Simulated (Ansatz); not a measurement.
Exchange in NaMnF3 by functional

```
Na Mn F
1.0
     5.74700    0.00000    0.00000
     0.00000    8.00400    0.00000
     0.00000    0.00000    5.54800
Na Mn F
4 4 12
Direct
  0.05320 0.25000 0.00740
  0.44680 0.75000 0.50740
  0.55320 0.25000 0.49260
  0.94680 0.75000 0.99260
  0.50000 0.50000 0.00000
  0.00000 0.50000 0.50000
  0.00000 0.00000 0.50000
  0.50000 0.00000 0.00000
  0.44660 0.25000 0.12080
  0.05340 0.75000 0.62080
  0.94660 0.25000 0.37920
  0.55340 0.75000 0.87920
  0.19350 0.55780 0.18760
  0.30650 0.44220 0.68760
  0.69350 0.94220 0.31240
  0.80650 0.05780 0.81240
  0.80650 0.44220 0.81240
  0.69350 0.55780 0.31240
  0.30650 0.05780 0.68760
  0.19350 0.94220 0.18760
```

The same starts (parallel, antiparallel patterns that fit this cell, and no moments) were run with plane-wave PAW DFT (Ansatz 0.2.0; atoms fixed, collinear spin, no spin-orbit coupling; 4×3×4 Γ-centred mesh, fermi-dirac occupations of width 0.050 eV) at these levels: r2SCAN, 500 eV; r2SCAN with U_eff = 2.7 eV on Mn d (all-electron-ortho-atomic projectors), 500 eV.

**Question.** Which order does each level favour, and how strongly?

**Answer.** The runs give, at zero smearing:

```
     level               lowest state  mean moment on Mn (μB)  parallel less best compensated antiparallel (meV per Mn)  gain over no moments (meV per Mn)
    r2SCAN  antiparallel, compensated                    4.21                                                       +36                               3892
r2SCAN + U  antiparallel, compensated                    4.25                                                       +18                               4831
```

Site moments are taken in small spheres that don't touch (radius about 0.4 of the atom's shortest bond), so those of the magnetic atoms read low. Both levels favour antiparallel moments: the difference runs from +18 to +36 meV per Mn. The U weakens the coupling, as expected where exchange goes by hopping and scales with the inverse of the on-site repulsion.

The cell is that of a Crystallography Open Database entry, unchanged.

Caveats: only orders that fit this cell were tried, so the true order may need a larger cell or canted moments; atoms and cell are held at the entry's values; differences under about 5 meV per magnetic atom weren't tested against a denser mesh or another U, and are taken as unresolved; the U is a value in common use, not computed for this crystal; the state without moments isn't the paramagnet, so the last column is no ordering energy, and a U inflates it.
